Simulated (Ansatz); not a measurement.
**Computed energy over volume and axial ratio: ZnCu (CsCl type)**

ZnCu (CsCl type)

Space group Pm-3m (No. 221); a = b = c = 2.9638 Å, α = β = γ = 90.00°

```json
[
 {"atom": "Zn", "site": "1a", "symmetry": "m-3m", "x": "0.0000", "y": "0.0000", "z": "0.0000"},
 {"atom": "Cu", "site": "1b", "symmetry": "m-3m", "x": "0.5000", "y": "0.5000", "z": "0.5000"}
]
```

Two coordinates are scanned: the volume, and the ratio of the stretch along z (the conventional c axis) to the stretch across it. Atoms keep their fractional coordinates.

Level of theory: PBE (plane waves to 420 eV, PAW, scalar-relativistic; Ansatz, an electronic-structure program). k mesh 16×16×16 (Γ-centred), Fermi-Dirac smearing 0.05 eV. Energies are smeared free energies. Stress and pressure are positive under compression. With partly filled bands, the response to shear is sensitive to the k mesh, so small differences along c/a are uncertain. ZnCu is run without spin polarisation. ZnCu was relaxed with its symmetry unable to fall. ΔE is measured from the relaxed starting cell.

ΔE (meV/atom), with V/V₀ across and (c/a)/(c/a)₀ down:

```csv
(c/a)/(c/a)₀ \ V/V₀,0.920,0.960,1.000,1.040,1.080
0.880,49,20,10,16,33
0.940,37,9,1,7,26
1.000,35,8,0,7,26
1.060,36,8,0,7,26
1.120,36,9,0,7,25
```

P (GPa), with V/V₀ across and (c/a)/(c/a)₀ down:

```tsv
(c/a)/(c/a)₀ \ V/V₀	0.920	0.960	1.000	1.040	1.080
0.880	12.4	5.7	0.5	-3.6	-6.9
0.940	11.9	5.3	0.1	-4.0	-7.2
1.000	11.8	5.2	0.0	-4.1	-7.3
1.060	11.8	5.2	0.0	-4.1	-7.3
1.120	11.9	5.3	0.1	-4.0	-7.2
```

Derived quantities:

| Item | Result |
|---|---|
| Lowest place on the grid | V/V₀ = 1.000, (c/a)/(c/a)₀ = 1.000 (0 meV/atom) |
| Highest place on the grid | V/V₀ = 0.920, (c/a)/(c/a)₀ = 0.880 (49 meV/atom) |

(A scan under strain: stresses follow from slopes of the energy per volume, elastic moduli from its curvatures.)
